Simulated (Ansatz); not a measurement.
MgS (rock salt, Fm-3m), a = b = c = 5.1820 Å, α = β = γ = 90.00°; the cell used has 2 atoms.

Relaxed with PBEsol.

### Question
Which orbitals make up the states near the band edges in plane-wave PAW PBEsol (Ansatz code)?

### Answer
Top 1 eV of the valence band: S 3p 97 %. Bottom 1 eV of the conduction band: Mg 3s 74 %, S 3p 6 %, outside the projected shells 15 %. Projections are on Löwdin-orthogonalised atomic valence shells; empty p or d shells of many metals are not among them.

### Question
Tabulate the density of states.

### Answer
States/eV per cell of 2 atoms, in 0.25 eV bins, energy from the valence-band maximum.

```tsv
E (eV)	total	S 3p	Mg 3s	S 3s
-7.85	0.00	0.00	0.00	0.00
-7.60	0.00	0.00	0.00	0.00
-7.35	0.00	0.00	0.00	0.00
-7.10	0.00	0.00	0.00	0.00
-6.85	0.00	0.00	0.00	0.00
-6.60	0.00	0.00	0.00	0.00
-6.35	0.00	0.00	0.00	0.00
-6.10	0.00	0.00	0.00	0.00
-5.85	0.00	0.00	0.00	0.00
-5.60	0.00	0.00	0.00	0.00
-5.35	0.00	0.00	0.00	0.00
-5.10	0.00	0.00	0.00	0.00
-4.85	0.18	0.13	0.05	0.00
-4.60	0.49	0.37	0.11	0.01
-4.35	0.79	0.61	0.16	0.02
-4.10	1.82	1.52	0.23	0.04
-3.85	2.17	1.80	0.27	0.07
-3.60	0.80	0.65	0.10	0.05
-3.35	0.53	0.42	0.07	0.04
-3.10	0.83	0.72	0.06	0.03
-2.85	0.92	0.81	0.05	0.03
-2.60	0.95	0.85	0.04	0.02
-2.35	0.99	0.90	0.04	0.02
-2.10	1.21	1.10	0.05	0.02
-1.85	1.55	1.43	0.05	0.01
-1.60	1.93	1.81	0.04	0.01
-1.35	1.91	1.81	0.03	0.01
-1.10	1.91	1.84	0.01	0.01
-0.85	1.99	1.93	0.01	0.00
-0.60	1.69	1.65	0.00	0.00
-0.35	0.95	0.93	0.00	0.00
-0.10	0.39	0.38	0.00	0.00
0.15	0.00	0.00	0.00	0.00
0.40	0.00	0.00	0.00	0.00
0.65	0.00	0.00	0.00	0.00
0.90	0.00	0.00	0.00	0.00
1.15	0.00	0.00	0.00	0.00
1.40	0.00	0.00	0.00	0.00
1.65	0.00	0.00	0.00	0.00
1.90	0.00	0.00	0.00	0.00
2.15	0.00	0.00	0.00	0.00
2.40	0.00	0.00	0.00	0.00
2.65	0.00	0.00	0.00	0.00
2.90	0.05	0.00	0.04	0.00
3.15	0.12	0.01	0.10	0.01
3.40	0.18	0.01	0.14	0.01
3.65	0.25	0.02	0.17	0.01
3.90	0.34	0.03	0.21	0.01
4.15	0.43	0.04	0.24	0.02
4.40	0.61	0.06	0.27	0.03
4.65	0.93	0.08	0.32	0.04
4.90	1.40	0.12	0.44	0.06
5.15	2.06	0.18	0.61	0.08
5.40	1.60	0.14	0.41	0.09
5.65	0.83	0.05	0.14	0.03
5.90	0.62	0.03	0.08	0.02
6.15	0.97	0.05	0.11	0.01
6.40	1.78	0.09	0.15	0.01
6.65	1.33	0.07	0.12	0.01
6.90	1.28	0.06	0.12	0.01
7.15	1.27	0.05	0.10	0.01
7.40	1.46	0.05	0.09	0.01
```

The PBEsol relaxation kept the symmetry of its start; phonons on a q-mesh show no instability. The volume moved by -30 % from the start of the relaxation.

Potentials: the later of the program's two PAW sets.
